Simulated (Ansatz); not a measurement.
Ta4C3:
```
CELL_PARAMETERS angstrom
      1.57237     0.90781    10.13562
     -1.57237     0.90781    10.13562
      0.00000    -1.81561    10.13562
ATOMIC_POSITIONS crystal
  Ta 0.71046 0.71046 0.71046
  C  0.41957 0.41957 0.41957
  Ta 0.12586 0.12586 0.12586
  Ta 0.87414 0.87414 0.87414
  C  0.58043 0.58043 0.58043
  Ta 0.28954 0.28954 0.28954
  C  0.00000 0.00000 0.00000
```

Relaxed with PBE. Special points in fractions of this cell's reciprocal vectors: Γ (0.000, 0.000, 0.000); T (0.500, 0.500, 0.500); H2 (0.828, 0.172, 0.500); H0 (0.500, -0.172, 0.172); L (0.500, 0.000, 0.000); S0 (0.336, -0.336, 0.000); S2 (0.664, 0.000, 0.336); F (0.500, 0.000, 0.500).

**Question.** List the band energies nearest the Fermi level at these points for the program Ansatz at the PBE level (PAW).

**Answer.** In eV from the Fermi level; about four levels below and three above (degenerate sets whole), none deeper than 8.9 eV; points with the same levels are listed once.

```
k                           below           above
--  -----------------------------  --------------
Γ   -2.20 -2.20 -0.75 -0.75 -0.75  0.17 0.17 0.70
T         -1.60 -1.47 -0.94 -0.94  0.43 0.43 1.00
H2        -4.27 -2.17 -1.70 -1.67  0.94 1.15 1.42
L         -2.46 -1.71 -1.14 -0.93  1.55 1.86 2.13
S0        -4.28 -2.17 -1.69 -1.68  1.01 1.04 1.45
F         -2.65 -1.75 -1.27 -0.53  0.71 2.44 2.96
```

Space group R-3m. The start of the workflow was typed in or built on a structure type; neither database checked (COD, Materials Project) lists it. Whether it is the stable phase at ambient conditions was not checked. The PBE relaxation kept the symmetry of its start; whether a distortion lowers the energy is not shown. No spin polarisation was allowed. Scalar-relativistic: spin–orbit coupling is off unless named, which matters more the heavier the elements.

Potentials: the earlier of the program's two PAW sets.
